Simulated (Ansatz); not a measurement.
MgO (rock salt, Fm-3m), PBEsol in the plane-wave PAW code Ansatz. The conduction-band minimum lies at Γ, with 1 equivalent valley. Second derivatives d²E/dk² of the lowest band at one valley (eV·Å²), along Cartesian directions:

```
direction  d²E/dk²
---------  -------
[100]        22.34
[010]        22.34
[001]        22.34
[110]        22.34
[101]        22.34
[011]        22.34
```

Find the principal effective masses, the density-of-states mass and the conductivity mass.

Off-diagonal terms follow from H_xy = H[110] − (H_xx + H_yy)/2, and m*/mₑ = 7.620 eV·Å² over each eigenvalue: 0.34, 0.34, 0.34. One valley's DOS mass (m₁m₂m₃)^(1/3) = 0.34, conductivity mass 3/(Σ 1/mᵢ) = 0.34 mₑ.

What effective density of states Nc follows at 300 K for parabolic valleys?

Nc = 2.509e19 × 1 × (0.34)^(3/2) ≈ 5.0e18 cm⁻³.

With the computed static dielectric constant 10.4 (mean of the diagonal), estimate a hydrogenic donor's binding energy and radius.

E = 13.606 eV × 0.34/10.4² ≈ 43 meV; a = 0.529 Å × ε/m* ≈ 16 Å. Semilocal masses tend to be too small when the gap is underestimated.

With ε∞ = 3.24 and ω_LO = 692 cm⁻¹, what Fröhlich coupling constant follows?

α = (1/ε∞ − 1/ε0) √(m* × 13.606 eV/ħω_LO) = 1.6.

The PBEsol relaxation kept the symmetry of its start. The volume moved by -16 % from the start of the relaxation.

Potentials: the earlier of the program's two PAW sets. The files were generated under PBE; for other functionals the program regenerates the frozen cores, and for LDA and PBEsol the local potential too.
